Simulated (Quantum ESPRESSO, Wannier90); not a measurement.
## Au (bcc (W type), model phase): Wannier90 run

```
Au
1.0
   -1.65727     1.65727     1.65727
    1.65727    -1.65727     1.65727
    1.65727     1.65727    -1.65727
Au
1
Direct
  0.00000   0.00000   0.00000
```

Cell from Materials Project (mp-2647062), symmetrised, no further relaxation. This isn't the element's usual structure (fcc); take it as a model of another phase. Level: PBEsol, no spin polarisation, no spin-orbit coupling; pw.x of Quantum ESPRESSO at 61 Ry with PseudoDojo potentials, 10×10×10 k-points, Wannier90. Density: 18×18×18 mesh, cold smearing 0.01 Ry. Spin-orbit coupling is left out although heavy elements are present.

Valence charges of the files: Au 19. 21 bands were computed.

Isolated groups of bands, relative to the Fermi level (bands from 5 on overlap up to the last one computed):

```json
[
 {"bands": "1", "from (eV)": "-105.47", "to (eV)": "-105.45", "filling": "filled", "weight on atomic waves": "Au 5s 99 %"},
 {"bands": "2–4", "from (eV)": "-56.86", "to (eV)": "-56.69", "filling": "filled", "weight on atomic waves": "Au 5p 100 %"}
]
```

Wanted is a model with the orbitals Au s p d, without the filled groups that are mainly made of other shells (semicore states, and anion s where it isn't named); all higher bands stay in for disentanglement.

Give num_wann, exclude_bands and num_bands, and the number of electrons that the model holds.

Electrons: 1×19 = 19, or 9.5 bands' worth; no gap over 0.05 eV opens at the Fermi level at this level of theory.
num_wann = 1×9 = 9.
exclude_bands = 1-4, 4 bands, so num_bands = 21 − 4 = 17.
The model holds 19 − 2×4 = 11 electrons. With the window frozen to 1.50 eV it follows pw.x to 1.8 meV rms (states up to 1.0 eV relative to the Fermi level).
